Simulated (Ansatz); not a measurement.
Space group Fm-3m (No. 225). a = 6.288 Å, b = 6.288 Å, c = 6.288 Å, α = 90.00°, β = 90.00°, γ = 90.00°
```csv
atom,site,symmetry,x,y,z
Sn,4a,m-3m,0.0000,0.0000,0.0000
Te,4b,m-3m,0.5000,0.0000,0.0000
```

Equation of state of this SnTe structure (not necessarily the ground state), with shape and atoms relaxed at each volume where symmetry leaves them free. Method: DFT PBEsol, scalar-relativistic, plane waves, PAW in Ansatz.

Settings: cutoff 420 eV, Γ-centred mesh 10×10×10 on the computed 2-atom cell, Gaussian smearing of 0.01 eV; no spin polarisation.

```csv
V (Å³/atom),E − E(largest V) (meV/atom),P (GPa),gap on mesh (eV)
29.214,3.64,3.36,0.34
30.146,-10.49,1.54,0.25
31.078,-14.85,0.00,0.16
32.011,-10.93,-1.31,0.07
32.943,0.00,-2.39,0.01
```

Question: Fit a third-order Birch–Murnaghan equation to E(V).

Answer: V0 = 31.08 Å³/atom, B0 = 47 GPa, B0' = 4.5.

Spin-orbit coupling is left out, which matters for the bands of heavy elements.